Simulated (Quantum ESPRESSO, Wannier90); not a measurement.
**Wannierisation of AlRu (CsCl type)**

```xyz
2
Lattice="2.9825 0.0000 0.0000 0.0000 2.9825 0.0000 0.0000 0.0000 2.9825" Properties=species:S:1:pos:R:3 pbc="T T T"
Al     0.0000     0.0000     0.0000
Ru     1.4912     1.4912     1.4912
```

Cell from Materials Project (mp-542569), symmetrised, no further relaxation. COD (Crystallography Open Database) has an entry of this formula and space group (matched by these alone). Level: LDA, no spin polarisation, no spin-orbit coupling; pw.x of Quantum ESPRESSO at 71 Ry with PseudoDojo potentials, 10×10×10 k-points, Wannier90. Density: 14×14×14 mesh, cold smearing 0.01 Ry.

A tight-binding model is made by disentanglement and projection with no localisation steps (num_iter = 0), so the 13 orbitals stay atom-like: hydrogen-like Al: s;p; Ru: s;p;d, axes along x, y, z; frozen window up to 1.50 eV relative to the Fermi level. It follows pw.x to 3.1 meV rms for states up to 1.0 eV relative to the Fermi level. Matrix elements depend on this choice of orbitals and windows.

Question: Which pairs of orbitals on different sites are coupled most strongly? Give distance, modulus and how many such pairs a cell has.

Answer: 
| orbital | orbital | distance of the centres (Å) | modulus (eV) | pairs |
|---|---|---|---|---|
| Ru py | Ru py | 2.98 | 2.29 | 1 |
| Ru px | Ru px | 2.98 | 2.28 | 1 |
| Ru pz | Ru pz | 2.98 | 2.28 | 1 |
| Al px | Al px | 2.98 | 1.54 | 1 |
| Al py | Al py | 2.98 | 1.53 | 1 |
| Al pz | Al pz | 2.98 | 1.53 | 1 |
| Al s | Ru px | 2.58 | 1.36 | 8 |
| Al s | Ru py | 2.58 | 1.36 | 8 |
| Al s | Ru pz | 2.58 | 1.36 | 8 |
| Al s | Ru s | 2.58 | 1.27 | 8 |
| Al py | Ru s | 2.58 | 1.24 | 8 |
| Al pz | Ru s | 2.58 | 1.24 | 8 |
| Al px | Ru s | 2.58 | 1.24 | 8 |
| Al py | Ru px | 2.58 | 1.24 | 8 |
| Al px | Ru pz | 2.58 | 1.23 | 8 |
| Al pz | Ru px | 2.58 | 1.23 | 8 |
| Al py | Ru pz | 2.58 | 1.23 | 8 |
| Al pz | Ru py | 2.58 | 1.23 | 8 |
| Al px | Ru py | 2.58 | 1.23 | 8 |
| Ru dz2 | Ru pz | 2.98 | 1.16 | 2 |
| Ru py | Ru s | 2.98 | 1.07 | 2 |
| Ru px | Ru s | 2.98 | 1.07 | 2 |
| Ru pz | Ru s | 2.98 | 1.07 | 2 |
| Ru dx2-y2 | Ru py | 2.98 | 1.00 | 2 |
| Ru dx2-y2 | Ru px | 2.98 | 1.00 | 2 |
| Al py | Ru dxz | 2.58 | 0.84 | 8 |
| Al pz | Ru dxy | 2.58 | 0.84 | 8 |
| Al px | Ru dyz | 2.58 | 0.84 | 8 |
| Al py | Ru py | 2.58 | 0.83 | 8 |
| Al px | Ru px | 2.58 | 0.83 | 8 |
